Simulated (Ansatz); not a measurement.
A generated cell, not matched to a known phase here, of MoSe$_{2}$: Pnma (No. 62), oP12; a = 11.814 Å, b = 3.302 Å, c = 5.780 Å, α = 90.00°, β = 90.00°, γ = 90.00°; Mo 4c (0.104, 0.750, 0.496); Se 4c (0.203, 0.250, 0.229); Se 4c (0.050, 0.250, 0.800). All values below come from PBEsol (plane waves to 420 eV, PAW, scalar-relativistic; Ansatz, a program for electronic structure). Element references, the lowest calculated here: Se (P3₁21), Mo (Im-3m).

Total energies (eV/atom, σ → 0; comparable only within this code, potentials and settings):

```
phase         E (eV/atom)
------------  -----------
MoSe2 (Pnma)    -5249.097
Se (P3₁21)      -5424.207
Mo (Im-3m)      -4897.468
Mo3Se4 (R-3)    -5199.011
```

Question: What is the formation energy of this Pnma form of MoSe2 from the elements?

Answer: E_f = -5249.097 − [1 × (-4897.468) + 2 × (-5424.207)] / 3 = -0.47 eV/atom (-1.4 eV per formula unit).

A lower structure of this composition may exist. Known forms of MoSe2 include space group No. 194.

Static energies, no anion corrections, no zero-point energy. Values are rounded to 0.01 eV/atom. Not shown to be the ambient phase of their composition (a lower form may be missing, and a cell relaxed within its start's symmetry can be a saddle point): MoSe2 (Pnma). The compounds carry no spin polarisation.
